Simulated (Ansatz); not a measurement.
# CaGe₂Au₂, a database entry at a rescaled volume

```
Ca Au Ge
1.0
     0.00000    4.48286    0.00000
     4.48286    0.00000    0.00000
     2.24143    2.24143   -5.17604
Ca Au Ge
1 2 2
Direct
  0.00000 0.00000 0.00000
  0.75000 0.25000 0.50000
  0.25000 0.75000 0.50000
  0.37900 0.37900 0.24200
  0.62100 0.62100 0.75800
```

Method: r2SCAN, no spin polarisation; PAW, plane waves to 500 eV, 8×8×8 Γ-centred mesh, gaussian occupations (width 0.1164 eV) (Ansatz 0.2.0), atoms fixed.

Metal or insulator?

It is a metal, with about 1.6 states/eV a cell as the mean within 0.25 eV of the Fermi level, mostly Ge p (55 %) and Au d (14 %).

Give the Bader charges.

Bader charges in e: Ca +1.47, Ge -0.03, Au -0.71. In the mean Ca gives up most and Au takes most.

What is the formation energy?

-0.45 eV an atom against the elements' usual phases (free molecules for gases, crystals otherwise, with no correction for O₂ or N₂), so it is bound against them; other compounds may still compete. Relaxing would lower it.

Is the cell too large or too small?

The pressure is -1.0 GPa (compression positive), so with the atoms held at these fractions the cell would first shrink.

Origin: a database entry at a rescaled volume.
